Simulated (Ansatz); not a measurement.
Structure relaxation, Ni

The start is a randomly generated symmetric cell of Ni (space group No. 221). A full variable-cell relaxation at zero pressure is run with r2SCAN (plane waves to 500 eV, PAW, scalar-relativistic; Ansatz, an electronic-structure program). The first steps use a coarse 10×10×10 k-mesh.

Starting cell:
```
Ni
1.0
    3.31986     0.00000     0.00000
    0.00000     3.31986     0.00000
    0.00000     0.00000     3.31986
Ni
3
Direct
  0.00000   0.50000   0.50000
  0.50000   0.00000   0.50000
  0.50000   0.50000   0.00000
```
Spin-polarised start, with parallel moments on Ni.

**Question.** How large is the pressure on the unrelaxed cell, and of which sign?

**Answer.** +5.6 GPa (positive: the cell is compressed).

**Question.** How do the shortest distances between atoms change?

**Answer.** The closest pairs of elements (up to four, under 3.6 Å), start → end: Ni–Ni 2.35 → 2.37 Å.

**Question.** Is the relaxed structure metallic? Give its gap.

**Answer.** Zero (metallic).

**Question.** What magnetic moments remain?

**Answer.** Net 0.81 μB/atom, ferromagnetic.

**Question.** Write out the relaxed structure.

**Answer.** 
```cif
data_Ni3
_chemical_formula_sum 'Ni3'
_space_group_name_H-M_alt 'Pm-3m'
_space_group_IT_number 221
_space_group_name_Hall '-P 4 2 3'
_cell_length_a 3.35540
_cell_length_b 3.35540
_cell_length_c 3.35540
_cell_angle_alpha 90.000
_cell_angle_beta 90.000
_cell_angle_gamma 90.000
loop_
_atom_site_label
_atom_site_type_symbol
_atom_site_symmetry_multiplicity
_atom_site_Wyckoff_symbol
_atom_site_fract_x
_atom_site_fract_y
_atom_site_fract_z
_atom_site_occupancy
Ni1 Ni 3 c 0.00000 0.50000 0.50000 1
```

The space group stays Pm-3m (No. 221) (the run could not lower it), with 3 atoms in the primitive magnetic cell. Final values are on a 14×14×14 k-mesh of the relaxed cell. Spin state reached: ferromagnetic (net 0.81 μB/atom), from parallel starting moments; other spin orders were not run from this start. r2SCAN tends to overstate moments in metals.

The run could not lose the symmetry of its start, so the end can be a saddle point.

All atoms sit on sites fixed by symmetry, so only the cell could relax.

The relaxed structure here is a generated cell of Ni: the first start was made by a random draw of sites in a space group, and the end was not matched to a known phase here, so it may be hypothetical. Known forms of Ni include space group No. 225.
